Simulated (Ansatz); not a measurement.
# Electric field gradients in SnSe2

Method: DFT PBE, scalar-relativistic, plane waves, PAW in Ansatz. Plane waves to 420 eV; Γ-centred k mesh 12×12×4; fixed occupations. No spin polarisation.

The cell, relaxed at this level:
```xyz
3
Lattice="3.8716 0.0000 0.0000 -1.9358 3.3529 0.0000 0.0000 0.0000 7.0118" Properties=species:S:1:pos:R:3 pbc="T T T"
Sn    0.0000    0.0000    0.0000
Se    0.0000    2.2353    1.5948
Se    1.9358    1.1176    5.4170
```

The crystal is built of layers and no dispersion correction was added, so the binding between them is poorly described, and with it their spacing and whatever depends on it. Spin–orbit coupling is left out, which matters for gradients at heavy nuclei.

Q: Give V_zz (10²¹ V/m²) and the asymmetry η at each distinct site.

A:
```tsv
atom	V_zz	η
Sn (atom 1)	-0.381	0.00
Se (atom 2)	-7.99	0.00
```

Cost: 1 run of about 0.14 core-minutes, on AMD EPYC (Zen 3) (shared hosts).